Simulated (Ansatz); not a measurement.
CsHgBr3 (cubic perovskite, Pm-3m) under volume change, plane-wave PAW PBEsol (Ansatz code), scaled uniformly.

```tsv
V (Å³/atom)	E − E(relaxed) (meV/atom)	P (GPa)
30.806	30.1	3.49
31.821	12.5	2.10
32.837	2.9	0.95
33.852	0.0	0.00
34.868	2.6	-0.79
35.883	9.7	-1.44
36.899	20.6	-1.98
```

What does a third-order Birch–Murnaghan fit give for V₀, B₀ and B′?

V₀ = 33.85 Å³/atom, B₀ = 28.8 GPa, B′ = 5.3.

The workflow started from an entry of the Crystallography Open Database (COD), which files this formula under 2 space groups. Whether it is the stable phase at ambient conditions was not checked. Symmetry was held in the PBEsol relaxation; of distortions, only those at the zone centre were tested. Spin–orbit coupling is left out wherever it is not named.

Potentials: the later of the program's two PAW sets.
